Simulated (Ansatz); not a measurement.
Consider the following.

PbO$_{2}$:
```cif
data_O4Pb2
_chemical_formula_sum 'Pb2 O4'
_space_group_name_H-M_alt 'P 1'
_space_group_IT_number 1
_cell_length_a 4.97584
_cell_length_b 4.97584
_cell_length_c 3.35932
_cell_angle_alpha 90.000
_cell_angle_beta 90.000
_cell_angle_gamma 90.000
loop_
_space_group_symop_operation_xyz
  'x, y, z'
loop_
_atom_site_label
_atom_site_type_symbol
_atom_site_fract_x
_atom_site_fract_y
_atom_site_fract_z
_atom_site_occupancy
Pb1 Pb 0.00000 0.00000 0.00000 1
Pb2 Pb 0.50000 0.50000 0.50000 1
O1 O 0.30762 0.30762 0.00000 1
O2 O 0.19238 0.80762 0.50000 1
O3 O 0.69238 0.69238 0.00000 1
O4 O 0.80762 0.19238 0.50000 1
```

This is the HSE06-relaxed structure.

Problem. All from plane-wave PAW HSE06 (Ansatz code), unless another level is named. Estimate the smallest direct gap on the standard path.

Solution. 0.40 eV.

Problem. And the band gap?

Solution. 0.28 eV (indirect).

Problem. Predict the valence-band maximum.

Solution. at R.

Space group P4_2/mnm (rutile). The cell was relaxed with HSE06 under the symmetry of its start. The hybrid was solved on a coarse mesh, the path and, where they were found, the r²SCAN edge points; its band edges are the extreme levels among these. Scalar-relativistic: spin–orbit coupling is off unless named, which matters more the heavier the elements.

Potentials: the later of the program's two PAW sets.
